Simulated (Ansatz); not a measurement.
**A plane-wave run on ZrGeS**

input.yaml (Ansatz 0.2.0)

```yaml
crystal:
  lattice:
    - [3.598734, 0.0, 0.0]
    - [0.0, 3.598734, 0.0]
    - [0.0, 0.0, 8.004531]
  atoms:
    - { symbol: Ge, position: [0.0, 0.0, 0.0] }
    - { symbol: Ge, position: [0.5, 0.5, 0.0] }
    - { symbol: S, position: [0.0, 0.5, 0.628] }
    - { symbol: S, position: [0.5, 0.0, 0.372] }
    - { symbol: Zr, position: [0.0, 0.5, 0.249] }
    - { symbol: Zr, position: [0.5, 0.0, 0.751] }
  symmetry: { tolerance: 0.0003 }
kpoints:
  mp_grid: { grid: [7, 7, 3], shift: [0, 0, 0] }
  band_path:
    path:
      - [0.0, 0.0, 0.0]
      - [0.0, 0.5, 0.0]
      - [0.5, 0.5, 0.0]
      - [0.0, 0.0, 0.0]
      - [0.0, 0.0, 0.5]
      - [0.0, 0.5, 0.5]
      - [0.5, 0.5, 0.5]
      - [0.0, 0.0, 0.5]
      - [0.0, 0.5, 0.0]
      - [0.0, 0.5, 0.5]
      - [0.5, 0.5, 0.0]
    npoints: 6
magnetization:
  spin_polarized: false
scf:
  occupations: { method: gaussian, width: 0.0134 }
  lower_state_search: "off"
  max_iter: 200
hamiltonian:
  pseudopotentials: { kind: paw }
  xc: r2scan
basis:
  ecutwfc: 500
  fft_grid_basis: typed
output:
  forces: true
  stress: true
  eigenvalues: true
  bader: true
  populations: true
  elf: true
  write_potential: true
  volumetric_format: npy
  dos:
    e_range: [-12, 8]
    de: 0.05
    projected: { site_lists: { Ge: [Ge], S: [S], Zr: [Zr] } }
checkpoint:
  read: saved_state
```

The saved state is an earlier solution for the same cell, perhaps on another mesh. 

Parts of the output:

```
Free energy (F): -18814.5529 eV
Harris-Foulkes:  -18814.5529 eV  (|F-HF|=3.27e-8)
Internal energy: -18814.5525 eV  (E = F + TS)
E sigma→0 (E₀):  -18814.5527 eV
Entropy (-TS):   -0.0004 eV (-0.069 meV/atom)
Fermi energy:    13.4951 eV
--- Per-component energies (eV) ---
  E_band       = -346.4589
  E_kinetic    = 1113.7489
  E_local      = -7339.5336  (includes V_loc(G=0)·N_el)
  E_nonlocal   = 1054.9343
  E_hartree    = 3181.8021
  E_xc         = -641.5833
  E_vxc        = -757.9770  (∫ρ·V_xc dr)
  E_paw        = -11228.5385  (= ΣΔE_a)
  E_vpaw       = -822.4089  (= ΣTr[D̂ρ^β])
  E_aug_tail   = 0.0000  (compensation charges beyond the density's cutoff)
  E_vtau       = 41.1666  (kinetic-family band-sum trace: ∫τ·v_τ [+ j·A + Jᵃ·Aᵃ] dr)
  E_ewald      = -4952.6619
  E_core_change = -2.7205  (= ΣΔE_core)
  E_smearing   = -0.0004  (= −TS)
--- Forces (eV/Å), atoms counted from 1 ---
  atom   1  Ge     0.0000     0.0000     0.0000
  atom   2  Ge     0.0000     0.0000     0.0000
  atom   3  S      0.0000     0.0000     0.2643
  atom   4  S      0.0000     0.0000    -0.2643
  atom   5  Zr     0.0000     0.0000     3.9257
  atom   6  Zr     0.0000     0.0000    -3.9257
--- Stress (GPa, compression-positive) ---
        4.9961       0.0000       0.0000
        0.0000       4.9961       0.0000
        0.0000       0.0000      17.1780
  P = ⅓ Tr σ = 9.0567 GPa (90.567 kbar)
```

Origin: a known structure type with other elements, at an estimated volume, so it need not be a known compound. Caveats: atoms or cell far from equilibrium.
